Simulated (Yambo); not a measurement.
ZrNBr (space group Pmmn, No. 59), G0W0@LDA in Yambo with this input:

```
rim_cut
gw0
dyson
el_el_corr
HF_and_locXC
ppa
em1d
RandQpts= 1000000
RandGvec= 1 Ry
EXXRLvcs= 84 Ry
VXCRLvcs= 336 Ry
Chimod= "HARTREE"
% BndsRnXp
 3 | 194 |
%
NGsBlkXp= 7 Ry
% LongDrXp
 1.0 | 1.0 | 1.0 |
%
PPAPntXp= 27.2114 eV
% GbndRnge
 1 | 194 |
%
GTermKind= "BG"
DysSolver= "n"
ExtendOut
```

On a 4×4×1 mesh, with wavefunctions cut at 84 Ry, the gap (Γ → Γ) is 2.840 eV and the valence edge shifts by -0.103 eV.

**Question.** What happens with this change: 4×4×2 mesh?

**Answer.** The gap rises by 0.059 eV, to 2.899 eV; the shift of the valence edge becomes -0.156 eV. Neither run is shown to be the converged limit.

Spin-orbit coupling is not included.

Geometry of the Materials Project entry, not relaxed at this level; primitive cell a = 3.620 Å, b = 4.119 Å, c = 9.022 Å, α = 90.00°, β = 90.00°, γ = 90.00°.

A shift is the quasiparticle energy of the state minus its LDA energy.

The distance between layers or molecules is the database entry's, not relaxed here. Functionals without dispersion can leave it too large, which widens gaps and weakens the response across layers: the numbers belong to this cell.
